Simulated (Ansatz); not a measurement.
## Elastic constants of Cu (P6_3/mmc), step by step

```
CELL_PARAMETERS angstrom
2.52020 0.00000 0.00000
-1.26010 2.18256 0.00000
0.00000 0.00000 4.11784
ATOMIC_POSITIONS crystal
Cu 0.33333 0.66667 0.25000
Cu 0.66667 0.33333 0.75000
```

Computed, not measured; unless marked otherwise by PBEsol, all-electron LAPW in Ansatz 0.2.0, scalar-relativistic. k mesh 18×18×10, Fermi-Dirac smearing of 0.050 eV, basis error target 1 meV/atom. The cell was relaxed by PAW under this functional. This phase needn't be the one found at ambient conditions.

The cell is hexagonal and carries a residual pressure of 0.01 GPa at this level. Each strain component that symmetry leaves independent is applied at ±0.005, the ions relax wherever a strain frees them, and the stress (tension positive, GPa) is read. Shears are engineering strains, γ = 2ε.

```tsv
strain	size	σxx	σyy	σzz	σyz	σxz	σxy
xx	-0.005	-1.2076	-0.8254	-0.5425	0.0000	0.0000	0.0000
xx	+0.005	1.1452	0.7857	0.4772	0.0000	0.0000	0.0000
zz	-0.005	-0.5257	-0.5257	-1.5422	0.0000	0.0000	0.0000
zz	+0.005	0.4929	0.4929	1.4191	0.0000	0.0000	0.0000
yz	-0.005	-0.0102	-0.0043	-0.0335	-0.1691	0.0000	0.0000
yz	+0.005	-0.0102	-0.0043	-0.0335	0.1691	0.0000	0.0000
```

A central difference gives one constant, for example C11 ≈ (1.1452 − (-1.2076))/(0.01) = 235.3 GPa; the program then imposes the crystal's symmetry on the whole matrix.

Problem. What are the independent elastic constants?

Solution. C11 = 235.3, C12 = 161.1, C13 = 101.9, C33 = 296.1, C44 = 33.8 GPa.

Problem. Is the crystal stable against homogeneous strain?

Solution. The least eigenvalue of the 6×6 matrix is 33.8 GPa, so yes.

Problem. What moduli does a random aggregate of grains have?

Solution. Voigt and Reuss bounds: B from 166.3 to 166.3 and G from 40.5 to 47.7 GPa; their means are B = 166.3 and G = 44.1 GPa. Then E = 9BG/(3B + G) = 121.6 GPa, ν = (3B − 2G)/(6B + 2G) = 0.378 and B/G = 3.77, on the ductile side of Pugh's 1.75 (a rule of thumb).

Problem. With the density of 9.317 g/cm³, how fast does sound travel, and what Debye temperature follows?

Solution. 

```
direction  slow (m/s)  middle (m/s)  fast (m/s)
        x        1905          1995        5025
        y        1905          1995        5025
        z        1905          1905        5638
```

The mean of v⁻³ over directions and branches gives v_m = 2402 m/s and θ_D = (ħ/k_B) v_m (6π²n)^(1/3) = 318 K, n being atoms per volume. Young's modulus spans 98 to 244 GPa over directions, and the universal anisotropy index is 0.89.

Problem. How far do the constants move if PAW replaces LAPW in the same cell?

Solution. 

```tsv
constant	LAPW (GPa)	PAW (GPa)	difference
C11	235.3	235.2	-0.1
C12	161.1	161.4	0.3
C13	101.9	102.0	0.1
C33	296.1	296.2	0.1
C44	33.8	33.8	0.0
```

Problem. How far do the constants move if all-electron PAW (datasets made for the crystal) replaces LAPW in the same cell?

Solution. 

| constant | LAPW (GPa) | all-electron PAW (datasets made for the crystal) (GPa) | difference |
| --- | --- | --- | --- |
| C11 | 235.3 | 235.2 | -0.1 |
| C12 | 161.1 | 161.2 | 0.1 |
| C13 | 101.9 | 102.0 | 0.1 |
| C33 | 296.1 | 296.0 | -0.1 |
| C44 | 33.8 | 33.7 | -0.1 |

Keep in mind: responses of metals move with mesh and smearing; the frozen-core PAW files of the compared runs were fitted under PBE, their cores solved anew for this functional.
